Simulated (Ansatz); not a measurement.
ReB$_{2}$:
```
CELL_PARAMETERS angstrom
      2.90236     0.00000     0.00000
     -1.45118     2.51352     0.00000
      0.00000     0.00000     7.46247
ATOMIC_POSITIONS crystal
  Re 0.66667 0.33333 0.75000
  Re 0.33333 0.66667 0.25000
  B  0.66667 0.33333 0.45201
  B  0.33333 0.66667 0.54799
  B  0.33333 0.66667 0.95201
  B  0.66667 0.33333 0.04799
```

Relaxed with r²SCAN. Special points in fractions of this cell's reciprocal vectors: Γ (0.000, 0.000, 0.000); M (0.500, 0.000, 0.000); K (0.333, 0.333, 0.000); A (0.000, 0.000, 0.500); L (0.500, 0.000, 0.500); H (0.333, 0.333, 0.500).

Q: List the band energies nearest the Fermi level at these points for the program Ansatz at the r²SCAN level (PAW).

A: In eV from the Fermi level; about four levels below and three above (degenerate sets whole), none deeper than 8.9 eV; points with the same levels are listed once.

```csv
k,below,above
Γ,-2.40 -2.40 -2.24 -2.24,0.19 0.19 2.58 2.58
M,-2.85 -2.09 -1.89 -1.05,2.76 2.96 4.05
K,-3.10 -3.10 -2.51 -0.85,2.13 2.13 4.07
A,-1.05 -1.05 -1.05 -1.05,4.04 4.04 4.04 4.04
L,-3.88 -3.88 -1.43 -1.43,1.96 1.96 3.17 3.17
H,-4.26 -4.26 -2.74 -2.74,0.87 0.87 2.60 2.60
```

Space group P6_3/mmc. The first step of the workflow began from a Materials Project structure, measured or hypothetical; the Crystallography Open Database files this formula in space group No. 194, but the cells were not matched. Its standing as an ambient phase is unchecked. The cell was relaxed with r²SCAN under the symmetry of its start; whether a distortion lowers the energy is not shown. The run is not spin-polarised. Spin–orbit coupling is left out wherever it is not named.

Potentials: the later of the program's two PAW sets.
